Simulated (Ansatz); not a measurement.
La₂MgNiO₆:
```
La2MgNiO6
1.0
    2.73692     1.58016     4.39222
   -2.73692     1.58016     4.39222
    0.00000    -3.16032     4.39222
La Mg Ni O
2 1 1 6
Direct
  0.75074   0.75074   0.75074
  0.24926   0.24926   0.24926
  0.50000   0.50000   0.50000
  0.00000   0.00000   0.00000
  0.76267   0.29028   0.18942
  0.23733   0.70972   0.81058
  0.18942   0.76267   0.29028
  0.81058   0.23733   0.70972
  0.29028   0.18942   0.76267
  0.70972   0.81058   0.23733
```

Relaxed with r²SCAN. r²SCAN in the plane-wave PAW code Ansatz gives a gap of 1.66 eV.

### Question
What gap does HSE06 give on the same cell (Ansatz, PAW)?

### Answer
2.68 eV, 1.02 eV more. The hybrid was solved on a coarser mesh and at special points; the gap given is the minimum over both.

```csv
k,v1 r²SCAN,c1 r²SCAN,v1 HSE06,c1 HSE06
Γ,0.00,2.54,(withheld),(withheld)
T,-0.36,2.20,(withheld),(withheld)
L,-0.24,2.25,(withheld),(withheld)
F,-0.09,1.66,-0.26,2.68
S0,-0.14,1.84,(withheld),(withheld)
H0,-0.25,1.89,-0.51,2.96
```

### Question
Top valence (v1) and lowest conduction level (c1) in eV from each method's valence maximum (which need not be a listed point): supply the withheld HSE06 values.

### Answer

- S0, v1 HSE06: -0.33
- S0, c1 HSE06: 2.89
- T, v1 HSE06: -0.70
- T, c1 HSE06: 3.29
- L, v1 HSE06: -0.28
- L, c1 HSE06: 3.36
- Γ, v1 HSE06: 0.00
- Γ, c1 HSE06: 3.70

Cost on shared cores: the r²SCAN run (SCF on a 6×6×6 mesh, then bands and DOS) about 3 core-minutes (a rough figure), the HSE06 run (SCF on 4×4×4, then a few points) roughly 9 core-minutes; the tasks are unlike.

Space group R-3. The first step of the workflow began from a Materials Project structure, measured or hypothetical; the Crystallography Open Database copy checked does not list it. With Mg and Ni taken as one species the cell has the higher symmetry R-3c, so it may be an ordered model of a mixed-site phase. Its standing as an ambient phase is unchecked. Symmetry was held in the r²SCAN relaxation; whether a distortion lowers the energy is not shown. No spin polarisation was allowed. No Hubbard U is applied. Spin–orbit coupling is left out wherever it is not named.

Potentials: the later of the program's two PAW sets.
